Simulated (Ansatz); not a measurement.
Ansatz input file:

```yaml
crystal:
  lattice:
    - [1.5715119974, 0.9073128747, 8.0005616139]
    - [-1.5715119974, 0.9073128747, 8.0005616139]
    - [0.0, -1.8146257494, 8.0005616139]
  atoms:
    - { symbol: Mg, position: [0.7827011601, 0.7827011601, 0.7827011601] }
    - { symbol: Sc, position: [0.9959024775, 0.9959024775, 0.9959024775] }
    - { symbol: Al, position: [0.2131349692, 0.2131349692, 0.2131349692] }
    - { symbol: O, position: [0.8790968084, 0.8790968084, 0.8790968084] }
    - { symbol: O, position: [0.1373034904, 0.1373034904, 0.1373034904] }
    - { symbol: O, position: [0.703472903, 0.703472903, 0.703472903] }
    - { symbol: O, position: [0.2880848514, 0.2880848514, 0.2880848514] }
basis:
  ecutwfc: 420
kpoints:
  mp_grid: { grid: [12, 12, 12] }
hamiltonian:
  xc: pbesol
scf:
  occupations: { method: gaussian, width: 0.02 }
output:
  forces: true
  stress: true
  eigenvalues: true
  write_density: true
  write_potential: true
  elf: true
  volumetric_format: npy
relax:
  adjacent_minimum: "off"
  f_tol: 0.01
  max_steps: 30
  cell: { stress_tol: 0.1, fix: [volume] }
```

Launched with
```bash
ansatz run input.yaml --threads 2 --pin off --max-ram 5120MiB --backend cpu --events-out ev --progress --plain --runs-dir out
```

Theory: Ansatz 0.2.0, DFT PBEsol, scalar-relativistic, plane waves, PAW.

From the run's log, abridged:

```
Pseudopotentials: kind: paw
Pseudopotential: Mg, paw, valence charge 10, recommended cutoff 420 eV (normal)
Pseudopotential: Sc, paw, valence charge 11, recommended cutoff 420 eV (normal)
Pseudopotential: Al, paw, valence charge 3, recommended cutoff 420 eV (normal)
Pseudopotential: O, paw, valence charge 6, recommended cutoff 420 eV (normal)
Functional definition: PBEsol
Crystal: 7 atoms, lattice volume = 68.446 Å³
Basis set: ecut = 420 eV, 1335 PW (Γ), FFT grids on a1−a2, a2, −a2+a3, exchange–correlation on 48×120×48 points (8 copies of the dense FFT grid, shifted against one another)
Bands: 31, of which v1, the nominal top of the filled ones, is band 24 counted from 1 (23 counted from 0)
Symmetry: 6 space group operations
Space group: R3m (ITA 160), of the structure as read, at distance tolerance 4.1e-5 Å
k-points: 189 of 1728 (time reversal used)
Initial density: superposition of atomic densities (neutral atoms: chi_scale 0, normalization atom), corrected by the library's trained network
Initial wavefunctions: pseudopotential atomic-orbital guess
Functional: x = pbesol(κ = 0.804, μ = 0.12345679), c = pbesol(β = 0.046)
SCF iter   1: F=—  HF=-6802.854037 eV  |F-HF|=—  |Δ(HF+E_count)|=         —  Δρ=1.50e-2  dr2=1.24e-1  ethr=1.77e-3  ⟨swp⟩=6.1  Hψ=26237  notcnv=0
SCF iter   2: F=—  HF=-6802.821240 eV  |F-HF|=—  |Δ(HF+E_count)|=   3.28e-2  Δρ=3.87e-3  dr2=1.16e-2  ethr=2.59e-4  ⟨swp⟩=2.4  Hψ=10210  notcnv=0  defer=374
SCF iter   3: F=—  HF=-6802.819122 eV  |F-HF|=—  |Δ(HF+E_count)|=   2.12e-3  Δρ=1.12e-3  dr2=1.06e-3  ethr=2.42e-5  ⟨swp⟩=2.0  Hψ=8801  notcnv=0  defer=374
SCF iter   4: F=—  HF=-6802.819036 eV  |F-HF|=—  |Δ(HF+E_count)|=   8.65e-5  Δρ=2.89e-4  dr2=6.54e-5  ethr=2.21e-6  ⟨swp⟩=2.4  Hψ=9026  notcnv=0  defer=374
SCF iter   5: F=—  HF=-6802.819009 eV  |F-HF|=—  |Δ(HF+E_count)|=   2.70e-5  Δρ=8.63e-5  dr2=7.35e-6  ethr=1.36e-7  ⟨swp⟩=2.0  Hψ=10019  notcnv=0  defer=374
SCF iter   6: F=—  HF=-6802.819008 eV  |F-HF|=—  |Δ(HF+E_count)|=   8.23e-7  Δρ=3.06e-5  dr2=5.67e-7  ethr=1.53e-8  ⟨swp⟩=2.0  Hψ=9220  notcnv=0  defer=374
SCF iter   7: F=-6802.819008 eV  HF=-6802.819008 eV  |F-HF|=3.30e-8  |Δ(HF+E_count)|=   1.80e-7  Δρ=9.70e-6  dr2=6.80e-8  ethr=2.08e-10  ⟨swp⟩=12.5  Hψ=44067  notcnv=0
SCF 1 converged in 7 iterations: F = -6802.819008 eV  dr2 = 6.80e-8
relax step   1: F+E_penalty+E_count = -6802.81900792 eV  Δ(F+E_penalty+E_count) = +0.000e0 eV  max|allowed force component| = 1.487e-1 eV/Å  Δτ_max = 0.0000 Å  P = +19.933 GPa  Ω = 68.446 Å³  fix = [volume]  reactions: volume +19.933 GPa (7 SCF iters, dr2 threshold 1.00e-7 eV, accepted)
Initial density: handed on by an earlier stage of this run
Initial wavefunctions: those handed on with the density
SCF iter   1: F=—  HF=-6802.819951 eV  |F-HF|=—  |Δ(HF+E_count)|=         —  Δρ=4.27e-4  dr2=1.53e-4  ethr=3.15e-7  ⟨swp⟩=2.7  Hψ=26970  notcnv=0
SCF iter   2: F=—  HF=-6802.819905 eV  |F-HF|=—  |Δ(HF+E_count)|=   4.53e-5  Δρ=1.98e-4  dr2=3.77e-5  ethr=3.15e-7  ⟨swp⟩=1.0  Hψ=5859  notcnv=0
SCF iter   3: F=—  HF=-6802.819897 eV  |F-HF|=—  |Δ(HF+E_count)|=   8.22e-6  Δρ=2.80e-5  dr2=1.03e-6  ethr=7.86e-8  ⟨swp⟩=2.0  Hψ=7513  notcnv=0
SCF iter   4: F=-6802.819897 eV  HF=-6802.819897 eV  |F-HF|=2.33e-8  |Δ(HF+E_count)|=   2.21e-7  Δρ=8.38e-6  dr2=6.12e-8  ethr=2.15e-9  ⟨swp⟩=2.0  Hψ=8311  notcnv=0
SCF iter   5: F=-6802.819897 eV  HF=-6802.819897 eV  |F-HF|=2.91e-9  |Δ(HF+E_count)|=   7.00e-9  Δρ=2.93e-6  dr2=5.87e-9  ethr=1.28e-10  ⟨swp⟩=2.3  Hψ=9460  notcnv=0
SCF iter   6: F=-6802.819897 eV  HF=-6802.819897 eV  |F-HF|=2.18e-10  |Δ(HF+E_count)|=  7.22e-10  Δρ=6.88e-7  dr2=5.32e-10  ethr=1.22e-11  ⟨swp⟩=5.8  Hψ=32038  notcnv=0
SCF 2 converged in 6 iterations: F = -6802.819897 eV  dr2 = 5.32e-10
relax step   2: F+E_penalty+E_count = -6802.81989685 eV  Δ(F+E_penalty+E_count) = -8.889e-4 eV  max|allowed force component| = 7.398e-2 eV/Å  Δτ_max = 0.0041 Å  P = +19.844 GPa  Ω = 68.446 Å³  energy of the carried Pulay correction = +7.480e-16 eV  fix = [volume]  reactions: volume +19.844 GPa (6 SCF iters, dr2 threshold 7.00e-7 eV, accepted)
SCF iter   1: F=—  HF=-6802.820358 eV  |F-HF|=—  |Δ(HF+E_count)|=         —  Δρ=5.72e-4  dr2=3.07e-4  ethr=6.42e-7  ⟨swp⟩=2.7  Hψ=27399  notcnv=0
SCF iter   2: F=—  HF=-6802.820278 eV  |F-HF|=—  |Δ(HF+E_count)|=   7.99e-5  Δρ=2.53e-4  dr2=7.46e-5  ethr=6.40e-7  ⟨swp⟩=1.0  Hψ=5859  notcnv=0
SCF iter   3: F=—  HF=-6802.820262 eV  |F-HF|=—  |Δ(HF+E_count)|=   1.58e-5  Δρ=3.40e-5  dr2=1.97e-6  ethr=1.55e-7  ⟨swp⟩=2.0  Hψ=7437  notcnv=0
SCF iter   4: F=-6802.820261 eV  HF=-6802.820262 eV  |F-HF|=4.24e-8  |Δ(HF+E_count)|=   4.39e-7  Δρ=1.16e-5  dr2=8.88e-8  ethr=4.11e-9  ⟨swp⟩=2.0  Hψ=9416  notcnv=0
SCF iter   5: F=-6802.820262 eV  HF=-6802.820262 eV  |F-HF|=5.47e-9  |Δ(HF+E_count)|=   1.20e-8  Δρ=4.28e-6  dr2=8.46e-9  ethr=1.85e-10  ⟨swp⟩=2.0  Hψ=8198  notcnv=0
SCF iter   6: F=-6802.820262 eV  HF=-6802.820262 eV  |F-HF|=2.64e-11  |Δ(HF+E_count)|=   1.75e-9  Δρ=7.54e-7  dr2=3.12e-10  ethr=1.76e-11  ⟨swp⟩=5.1  Hψ=33786  notcnv=0
SCF 3 converged in 6 iterations: F = -6802.820262 eV  dr2 = 3.12e-10
relax step   3: F+E_penalty+E_count = -6802.82026151 eV  Δ(F+E_penalty+E_count) = -3.647e-4 eV  max|allowed force component| = 2.084e-2 eV/Å  Δτ_max = 0.0049 Å  P = +19.753 GPa  Ω = 68.446 Å³  energy of the carried Pulay correction = -5.343e-17 eV  fix = [volume]  reactions: volume +19.753 GPa (6 SCF iters, dr2 threshold 3.42e-7 eV, accepted)
SCF iter   1: F=—  HF=-6802.820321 eV  |F-HF|=—  |Δ(HF+E_count)|=         —  Δρ=1.11e-4  dr2=5.74e-6  ethr=1.11e-8  ⟨swp⟩=2.1  Hψ=25711  notcnv=0
SCF iter   2: F=—  HF=-6802.820290 eV  |F-HF|=—  |Δ(HF+E_count)|=   3.09e-5  Δρ=5.62e-5  dr2=1.65e-6  ethr=1.11e-8  ⟨swp⟩=2.0  Hψ=9783  notcnv=0
SCF iter   3: F=—  HF=-6802.820290 eV  |F-HF|=—  |Δ(HF+E_count)|=   4.28e-7  Δρ=1.00e-5  dr2=8.94e-8  ethr=3.43e-9  ⟨swp⟩=2.0  Hψ=10011  notcnv=0
SCF iter   4: F=-6802.820290 eV  HF=-6802.820290 eV  |F-HF|=5.77e-9  |Δ(HF+E_count)|=   1.83e-8  Δρ=3.22e-6  dr2=9.56e-9  ethr=1.86e-10  ⟨swp⟩=2.0  Hψ=9737  notcnv=0
SCF iter   5: F=-6802.820290 eV  HF=-6802.820290 eV  |F-HF|=6.71e-10  |Δ(HF+E_count)|=   2.11e-9  Δρ=1.02e-6  dr2=9.47e-10  ethr=1.99e-11  ⟨swp⟩=2.0  Hψ=7521  notcnv=0
SCF iter   6: F=-6802.820290 eV  HF=-6802.820290 eV  |F-HF|=3.09e-11  |Δ(HF+E_count)|=  2.50e-10  Δρ=3.46e-7  dr2=7.85e-11  ethr=1.97e-12  ⟨swp⟩=4.8  Hψ=29756  notcnv=0
SCF 4 converged in 6 iterations: F = -6802.820290 eV  dr2 = 7.85e-11
relax step   4: F+E_penalty+E_count = -6802.82029000 eV  Δ(F+E_penalty+E_count) = -2.848e-5 eV  max|allowed force component| = 1.345e-2 eV/Å  Δτ_max = 0.0008 Å  P = +19.747 GPa  Ω = 68.446 Å³  fix = [volume]  reactions: volume +19.747 GPa (6 SCF iters, accepted)
SCF iter   1: F=—  HF=-6802.820354 eV  |F-HF|=—  |Δ(HF+E_count)|=         —  Δρ=2.20e-4  dr2=2.41e-5  ethr=4.64e-8  ⟨swp⟩=2.1  Hψ=26045  notcnv=0
SCF iter   2: F=—  HF=-6802.820319 eV  |F-HF|=—  |Δ(HF+E_count)|=   3.55e-5  Δρ=1.11e-4  dr2=6.94e-6  ethr=4.64e-8  ⟨swp⟩=2.0  Hψ=9865  notcnv=0
SCF iter   3: F=—  HF=-6802.820316 eV  |F-HF|=—  |Δ(HF+E_count)|=   2.22e-6  Δρ=1.67e-5  dr2=3.24e-7  ethr=1.45e-8  ⟨swp⟩=2.0  Hψ=10011  notcnv=0
SCF iter   4: F=—  HF=-6802.820316 eV  |F-HF|=—  |Δ(HF+E_count)|=   6.74e-8  Δρ=6.41e-6  dr2=3.96e-8  ethr=6.74e-10  ⟨swp⟩=2.0  Hψ=9737  notcnv=0
SCF iter   5: F=-6802.820316 eV  HF=-6802.820316 eV  |F-HF|=3.78e-9  |Δ(HF+E_count)|=   9.82e-9  Δρ=2.35e-6  dr2=4.86e-9  ethr=8.24e-11  ⟨swp⟩=2.0  Hψ=8059  notcnv=0
SCF iter   6: F=-6802.820316 eV  HF=-6802.820316 eV  |F-HF|=8.19e-11  |Δ(HF+E_count)|=   1.30e-9  Δρ=6.34e-7  dr2=2.66e-10  ethr=1.01e-11  ⟨swp⟩=5.8  Hψ=32694  notcnv=0
SCF 5 converged in 6 iterations: F = -6802.820316 eV  dr2 = 2.66e-10
relax step   5: F+E_penalty+E_count = -6802.82031625 eV  Δ(F+E_penalty+E_count) = -2.625e-5 eV  max|allowed force component| = 3.379e-3 eV/Å  Δτ_max = 0.0016 Å  P = +19.741 GPa  Ω = 68.446 Å³  energy of the carried Pulay correction = +1.069e-16 eV  fix = [volume]  reactions: volume +19.741 GPa (6 SCF iters, accepted)
Initial wavefunctions: pseudopotential atomic-orbital guess (no wavefunctions were taken with the density)
SCF iter   1: F=—  HF=-6802.820355 eV  |F-HF|=—  |Δ(HF+E_count)|=         —  Δρ=8.35e-5  dr2=1.23e-7  ethr=3.92e-8  ⟨swp⟩=3.0  Hψ=43422  notcnv=0
SCF iter   2: F=—  HF=-6802.820337 eV  |F-HF|=—  |Δ(HF+E_count)|=   1.76e-5  Δρ=4.22e-5  dr2=3.22e-8  ethr=2.56e-10  ⟨swp⟩=2.0  Hψ=10395  notcnv=0
SCF iter   3: F=—  HF=-6802.820342 eV  |F-HF|=—  |Δ(HF+E_count)|=   4.79e-6  Δρ=6.09e-6  dr2=2.87e-9  ethr=6.70e-11  ⟨swp⟩=2.1  Hψ=8161  notcnv=0
SCF iter   4: F=-6802.820342 eV  HF=-6802.820342 eV  |F-HF|=1.11e-10  |Δ(HF+E_count)|=   8.51e-8  Δρ=6.60e-7  dr2=1.21e-10  ethr=5.98e-12  ⟨swp⟩=2.0  Hψ=8631  notcnv=0
SCF iter   5: F=-6802.820342 eV  HF=-6802.820342 eV  |F-HF|=4.55e-12  |Δ(HF+E_count)|=  1.46e-10  Δρ=2.62e-7  dr2=2.07e-11  ethr=1.00e-12  ⟨swp⟩=1.4  Hψ=5960  notcnv=0
SCF iter   6: F=-6802.820342 eV  HF=-6802.820342 eV  |F-HF|=1.82e-12  |Δ(HF+E_count)|=  1.09e-11  Δρ=5.28e-8  dr2=1.24e-12  ethr=1.00e-12  ⟨swp⟩=1.0  Hψ=5859  notcnv=0
SCF iter   7: F=-6802.820342 eV  HF=-6802.820342 eV  |F-HF|=9.09e-13  |Δ(HF+E_count)|=    0.00e0  Δρ=9.87e-9  dr2=6.92e-14  ethr=1.00e-12  ⟨swp⟩=1.0  Hψ=5859  notcnv=0
SCF iter   8: F=-6802.820342 eV  HF=-6802.820342 eV  |F-HF|=0.00e0  |Δ(HF+E_count)|=  9.09e-13  Δρ=5.44e-9  dr2=1.17e-14  ethr=1.00e-12  ⟨swp⟩=3.0  Hψ=20517  notcnv=0
SCF 6 converged in 8 iterations: F = -6802.820342 eV  dr2 = 1.17e-14
SCF converged after 8 iterations
Free energy (F): -6802.820342 eV
Harris-Foulkes:  -6802.820342 eV  (|F-HF|=0.00e0)
Internal energy: -6802.820342 eV  (E = F + TS)
E sigma→0 (E₀):  -6802.820342 eV
Fermi energy:    10.708277 eV
--- Per-component energies (eV) ---
  E_band       = -409.169486
  E_kinetic    = 1087.289269
  E_local      = -3664.914859  (includes V_loc(G=0)·N_el)
  E_nonlocal   = 379.410991
  E_hartree    = 1329.231475
  E_xc         = -473.080047
  E_vxc        = -582.530994  (∫ρ·V_xc dr)
  E_paw        = -2277.513141  (= ΣΔE_a)
  E_vpaw       = -286.896872  (= ΣTr[D̂ρ^β])
  E_aug_tail   = 0.010030  (compensation charges beyond the density's cutoff)
  E_ewald      = -3183.602237
  E_core_change = 0.348178  (= ΣΔE_core)
  E_smearing   =  0.000000  (= −TS)
--- Forces (eV/Å), atoms counted from 1 ---
  atom   1  Mg     0.00000000     0.00000000     0.00200098
  atom   2  Sc     0.00000000     0.00000000    -0.00337884
  atom   3  Al     0.00000000     0.00000000     0.00079102
  atom   4  O      0.00000000     0.00000000    -0.00046137
  atom   5  O      0.00000000     0.00000000     0.00022386
  atom   6  O      0.00000000     0.00000000     0.00137564
  atom   7  O      0.00000000     0.00000000    -0.00056519
--- Stress (GPa, compression-positive) ---
       19.738092       0.000000       0.000000
        0.000000      19.738092       0.000000
        0.000000       0.000000      19.745898
  P = ⅓ Tr σ = 19.7407 GPa (197.407 kbar)
--- Band table (eV; the first three rows and the last of 189) ---
  k-point 0: bands = ["-62.7710", "-38.1816", "-29.7470", "-29.7154", "-29.7154", "-17.1963", "-16.6923", "-16.6923", "-10.4284", "-8.5061", "-8.1686", "-7.0435", "3.3462", "4.9912", "4.9912", "5.1153", "5.6898", "5.6898", "5.7926", "7.2219", "7.2219", "8.0090", "8.0090", "8.2718", "13.1616", "13.5966", "13.5966", "14.3778", "16.0243", "16.9513", "16.9513"]
  k-point 1: bands = ["-62.7707", "-38.1757", "-29.7467", "-29.7190", "-29.7162", "-17.1807", "-16.7552", "-16.7020", "-10.3679", "-8.4398", "-8.1353", "-7.0893", "3.4273", "4.4961", "4.9399", "5.1240", "5.5182", "5.7428", "6.2911", "7.1321", "7.2106", "7.7385", "7.9425", "8.2604", "13.4526", "13.5914", "13.7116", "14.3878", "15.8103", "16.9403", "17.0983"]
  k-point 2: bands = ["-62.7701", "-38.1595", "-29.7458", "-29.7286", "-29.7183", "-17.1389", "-16.9197", "-16.7281", "-10.1979", "-8.2804", "-8.0371", "-7.2058", "3.5917", "3.8458", "4.8048", "4.8671", "5.5026", "5.8844", "6.5185", "7.1277", "7.1699", "7.3099", "7.7862", "8.1204", "13.4786", "14.0043", "14.1705", "14.4301", "15.5752", "16.9231", "17.2228"]
  k-point 188: bands = ["-62.7709", "-38.1816", "-29.7470", "-29.7154", "-29.7154", "-17.1965", "-16.6923", "-16.6923", "-10.4036", "-8.7391", "-7.8579", "-7.1482", "3.6864", "4.2164", "4.9975", "4.9975", "5.6756", "5.6756", "6.9142", "7.2431", "7.2431", "7.6035", "7.9951", "7.9951", "13.6009", "13.6009", "13.6376", "14.3746", "15.2236", "16.9441", "16.9441"]
--- Relaxed structure (5 steps of the walk, 5 accepted, 1 SCFs on fresh bases) ---
  F+E_penalty+E_count = -6802.82034206 eV   max|allowed force component| = 3.377e-3 eV/Å   (the final SCF, on the basis selected at the relaxed cell)
  cell:  # Å, volume = 68.4458 Å³
    - [1.57279041, 0.90805097, 7.98756062]
    - [-1.57279041, 0.90805097, 7.98756062]
    - [0.0, -1.81610194, 7.98756062]
  atoms:
    - { symbol: Mg, position: [0.78282456, 0.78282456, 0.78282456] }
    - { symbol: Sc, position: [0.99619911, 0.99619911, 0.99619911] }
    - { symbol: Al, position: [0.21300786, 0.21300786, 0.21300786] }
    - { symbol: O, position: [0.87890716, 0.87890716, 0.87890716] }
    - { symbol: O, position: [0.13686788, 0.13686788, 0.13686788] }
    - { symbol: O, position: [0.70377120, 0.70377120, 0.70377120] }
    - { symbol: O, position: [0.28811885, 0.28811885, 0.28811885] }
```

The relaxation met its thresholds.

It took 63 s on 2 threads of Intel(R) Xeon(R) 6975P-C (Granite Rapids) (shared host), peak memory 0.66 GiB.